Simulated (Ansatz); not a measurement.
All-electron LAPW in Ansatz 0.2.0 under LDA, scalar-relativistic, energies extrapolated to zero smearing. Slabs are 1×1 cells cut from bulk crystals relaxed on PAW files, with atoms then relaxed, 16 to 20 Å of vacuum, a dipole correction, k spacings of 0.16 to 0.26 Å⁻¹ and smearing of 0.02 to 0.1 eV, without spin–orbit coupling or spin polarisation. The bulk type named needn't be the stable one, and no reconstruction is allowed.

**Question.** Order these slabs by surface energy, lowest first.
A. diamond Ge (100), 6 layers
B. fluorite Sn2Ir (111), 6 layers
C. hcp Zn (10-10), 6 layers
D. diamond Ge (111), 6 layers
E. fcc Ag (110), 5 layers
F. fcc Pd (110), 5 layers
G. bcc W (100), 5 layers

**Answer.** C (0.80 J/m²), B (0.89 J/m²), D (1.22 J/m²), E (1.39 J/m²), A (1.67 J/m²), F (2.22 J/m²), G (4.50 J/m²).
